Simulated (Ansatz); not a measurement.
Relaxed-ion elastic tensor of SnSe in space group Pnma (No. 62; Sn on 4c, Se on 4c) in GPa (Voigt order), PBEsol (plane waves, PAW; program Ansatz); density 6.38 g/cm³, 25.73 Å³ per atom.

```csv
,1,2,3,4,5,6
1,51.0,32.7,19.0,0.0,0.0,0.0
2,32.7,75.0,26.7,0.0,0.0,0.0
3,19.0,26.7,89.5,0.0,0.0,0.0
4,0.0,0.0,0.0,22.6,0.0,0.0
5,0.0,0.0,0.0,0.0,23.2,0.0
6,0.0,0.0,0.0,0.0,0.0,47.3
```

**Question.** Is the crystal mechanically stable?

**Answer.** Yes: the smallest eigenvalue of C is 22.6 GPa.

**Question.** Work out the Voigt, Reuss and Hill averages.

**Answer.** K_V = 41.4, K_R = 39.1, K_H = 40.2; G_V = 27.8, G_R = 23.7, G_H = 25.7 GPa.

**Question.** Give Young's modulus, Poisson's ratio, Pugh's ratio and the universal anisotropy index.

**Answer.** E = 9KG/(3K + G) = 63.6 GPa; ν = 0.24; K/G = 1.56 (brittle by the Pugh limit of 1.75); A_U = 5G_V/G_R + K_V/K_R − 6 = 0.92.

**Question.** Estimate the sound speeds and the Debye temperature.

**Answer.** v_l = √((K + 4G/3)/ρ) = 3420 m/s, v_t = √(G/ρ) = 2010 m/s, mean 2230 m/s; Θ = (h/k)(3n/4πV)^(1/3) v_m = 225 K.

**Question.** Solve the Christoffel equation for the three sound speeds along x, y, z.

**Answer.** Eigenvalues of C_ijkl n_j n_l equal ρv². In km/s, slowest first: x 1.91, 2.72, 2.83; y 1.88, 2.72, 3.43; z 1.88, 1.91, 3.74.

**Question.** How much does each axis shrink under pressure?

**Answer.** Linear compressibilities β_i = Σ_j S_ij (j = 1 to 3): x 14, y 4.8, z 6.8 per TPa.

Symmetry was held in the PBEsol relaxation. The volume moved by 32 % from the start of the relaxation. As this level gives no gap, shear constants depend on the k-mesh and smearing (Fermi–Dirac, 0.1 eV here). Scalar-relativistic: spin–orbit coupling is off unless named, which matters more the heavier the elements.

Potentials: the later of the program's two PAW sets.
